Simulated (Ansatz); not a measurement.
Two inputs for Mg₂Mn₃NiS₈

This input was run with Ansatz:

```yaml
crystal:
  lattice:
    - [3.5938317302, 2.0748997168, 5.8856087417]
    - [-3.5938317302, 2.0748997168, 5.8856087417]
    - [0.0, -4.1497994337, 5.8856087417]
  atoms:
    - { symbol: Mg, position: [0.876734, 0.876734, 0.876734] }
    - { symbol: Mg, position: [0.123266, 0.123266, 0.123266] }
    - { symbol: Mn, position: [0.5, 0.5, 0.0], spin: 4.0 }
    - { symbol: Mn, position: [0.0, 0.5, 0.5], spin: 4.0 }
    - { symbol: Mn, position: [0.5, 0.0, 0.5], spin: 4.0 }
    - { symbol: Ni, position: [0.5, 0.5, 0.5], spin: 3.0 }
    - { symbol: S, position: [0.73878467, 0.73878467, 0.73878467] }
    - { symbol: S, position: [0.2654565, 0.2654565, 0.7068] }
    - { symbol: S, position: [0.2654565, 0.7068, 0.2654565] }
    - { symbol: S, position: [0.7068, 0.2654565, 0.2654565] }
    - { symbol: S, position: [0.7345435, 0.2932, 0.7345435] }
    - { symbol: S, position: [0.2932, 0.7345435, 0.7345435] }
    - { symbol: S, position: [0.26121533, 0.26121533, 0.26121533] }
    - { symbol: S, position: [0.7345435, 0.7345435, 0.2932] }
magnetization:
  spin_polarized: true
kpoints:
  mp_grid: { grid: [6, 6, 6] }
scf:
  occupations: { method: fermi_dirac, width: 0.05 }
hamiltonian:
  xc: rpbe
  pseudopotentials: { kind: paw }
output:
  forces: true
  stress: true
  populations: true
  efg:
    quadrupole_moments_barn: { Mg: 0.1994, Mn: 0.33, Ni: 0.162, S: -0.0694 }
    contact_densities: true
  write_density: true
  write_potential: true
  elf: true
  volumetric_format: npy
```

```sh
ansatz run input.yaml --threads 1 --pin off --max-ram 3072MiB --backend cpu --events-out ev --progress --plain --runs-dir out
```

It converged. Of its output the block on the nuclei alone is shown, without the SCF iterations, energies, forces and stress (one atom of each set):

```
--- PAW observables at the nuclei: V_zz in 10²¹ V/m², potentials from the cell's mean, atoms counted from 1 ---
  atom   1  Mg V_zz =    +0.100966   η = 0.0000   by run symmetry: allowed   C_q = +0.4868 MHz
            electrostatic potential = -1101.993132 V   contact ρ = 7807.940736 e/Å³   contact ρ_s (e/Å³): all electrons +0.372733, valence +0.370513
  atom   3  Mn V_zz =    -0.843563   η = 0.3818   by run symmetry: allowed   C_q = -6.7311 MHz
            electrostatic potential = -3026.058584 V   contact ρ = 87848.335707 e/Å³   contact ρ_s (e/Å³): all electrons -1.572751, valence +5.774079
  atom   6  Ni V_zz =    -1.169945   η = 0.0000   by run symmetry: allowed   C_q = -4.5828 MHz
            electrostatic potential = -3565.835216 V   contact ρ = 130472.471768 e/Å³   contact ρ_s (e/Å³): all electrons +2.789323, valence -0.734993
  atom   7  S  V_zz =    -1.886717   η = 0.0000   by run symmetry: allowed   C_q = +3.1661 MHz
            electrostatic potential = -1633.041677 V   contact ρ = 19785.409664 e/Å³   contact ρ_s (e/Å³): all electrons +1.469752, valence +1.451591
  atom   8  S  V_zz =    +1.980150   η = 0.9803   by run symmetry: allowed   C_q = -3.3229 MHz
            electrostatic potential = -1633.104637 V   contact ρ = 19785.244565 e/Å³   contact ρ_s (e/Å³): all electrons -0.060329, valence -0.083476
```

Problem. Can these gradients be trusted, and how do they compare with a run on standard settings?

Solution. As results of these settings, within the limits told below. Against the standard input the change is `hamiltonian.xc`: pbe → rpbe. A site carries the number of its first atom; V_zz in 10²¹ V/m².

```csv
site,atom,V_zz standard,η standard,V_zz here,η here
Mg,1,0.099,0.00,0.10,0.00
Mn,3,-0.85,0.61,-0.84,0.38
Ni,6,-1.22,0.00,-1.17,0.00
S7,7,-1.86,0.00,-1.89,0.00
S8,8,1.76,0.97,1.98,0.98
```

The largest change of V_zz is on S8, from 1.76 to 1.98. Where |V_zz| stays above 0.1, η moves most on Mn, from 0.61 to 0.38. SCF iterations: 18 and 25. New warnings: stability check not made.

On the reference run: The moments were started parallel, and the run ended with some of them reversed. With no gap above 0.1 eV, as in a metal, the gradients converge slowly in k; expect changes of a tenth or more on a denser mesh. Semilocal functionals can leave a metal where correlation in the d or f shell opens a gap in the real compound, and that would change the values at and beside Mn and Ni. With these PAW files V_zz is typically within 2 to 3 % of all-electron values, but misses above 10 % occur on Ni. The run lost the sense of its start on Ni, where the moments end reversed; a state with other moments may lie lower. The magnetic order is the one that the run reached from its start moments, not necessarily the measured one.
